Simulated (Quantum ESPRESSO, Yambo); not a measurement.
# Si under isotropic strain

```
CELL_PARAMETERS angstrom
      0.00000     2.71614     2.71614
      2.71614     0.00000     2.71614
      2.71614     2.71614     0.00000
ATOMIC_POSITIONS crystal
  Si 0.75000 0.75000 0.75000
  Si 0.50000 0.50000 0.50000
```

Si (diamond, space group Fd-3m, No. 227) under isotropic strain (on all lattice vectors), counted from the cell relaxed with PBEsol, atoms relaxed at each step. norm-conserving PBEsol (Quantum ESPRESSO, 36 Ry, scalar-relativistic); G0W0 and BSE in Yambo (4×4×4 Γ-centred k mesh, 148 bands and a 14 Ry block in the screening, 148 bands in G with the Bruneval-Gonze terminator, plasmon pole fitted at 27.2 eV; BSE 10×10×10 mesh, 3 valence and 3 conduction bands, static screening with 18 bands and a 4 Ry block, scissor from each state's G0W0).

```tsv
strain (%)	pressure (GPa)	PBEsol gap (eV)	kind	G0W0 direct gap (eV)	lowest vertical BSE state (eV)	RPA ε∞ along x
-3	10.2	0.29	indirect	3.29 at Γ	not resolved	–
-1.5	4.6	0.38	indirect	3.27 at Γ	not resolved	–
-0.7	2.0	0.43	indirect	3.26 at Γ	not resolved	–
0	-0.1	0.46	indirect	3.24 at Γ	not resolved	–
+1	-2.7	0.52	indirect	3.22 at Γ	not resolved	–
+2	-4.9	0.57	indirect	3.09 at L	not resolved	–
```

Between -0.7 % and +1 % the direct gap at Γ has a volume deformation potential dE/dlnV of -0.7 eV in G0W0 and -0.4 eV in PBEsol.

GW, BSE and RPA settings are held fixed; their convergence isn't established. Strains are linear. The screening block changes size along the series (259 vectors at -3 %, 283 vectors at -1.5 %, 283 vectors at -0.7 %, 283 vectors at +0 %, 283 vectors at +1 %, 283 vectors at +2 %), which puts steps into the G0W0 values.
